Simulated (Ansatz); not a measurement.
# Pb2O: strain energy, fitted

Pb2O, Pn-3m, a = 5.475 Å. The structure is a COD entry; whether it is the stable form wasn't checked. Ansatz: PBE, PAW, 420 eV, Γ-centred 8×8×8 mesh on 6 atoms, Gaussian smearing 0.10 eV; no spin polarisation. Series: biaxial strain in the a-b plane, c and atoms relaxed; x is the strain in per cent. y is the free energy over the unstrained cell, V0 = 27.358 Å³/atom.

| x (%) | y (meV/atom) |
| --- | --- |
| -4.5 | 9.87 |
| -3.0 | 4.50 |
| -1.5 | 1.15 |
| 0.0 | 0.00 |
| 1.5 | ? |
| 3.0 | 4.41 |
| 4.5 | 9.85 |

Q: Fit y = c2 x² + c3 x³ to the other rows, turn c2 into a modulus, and predict the missing energy.

A: Least squares on the rows shown. y = 0.4884 x² − 0.0002448 x³. In eV per unit strain² c2 is 4.884; M is the biaxial modulus (E = M V0 ε²): 4.884 × 160.2 / (27.358) = 29 GPa. The unstrained cell keeps some stress along the strain, worth a slope of -0.02 meV/atom per %, which the form leaves out. At x = 1.5 the fit asked for gives 1.10 meV/atom. The run gave 1.12 meV/atom, so the fit is 0.02 meV/atom too low, within the rms miss on the fitted rows (0.05 meV/atom).

Spin–orbit coupling is left out, which can shift energies with elements as heavy as these.

Cost: 7 runs of about 24 core-minutes in all, on Arm Neoverse V1 (shared hosts).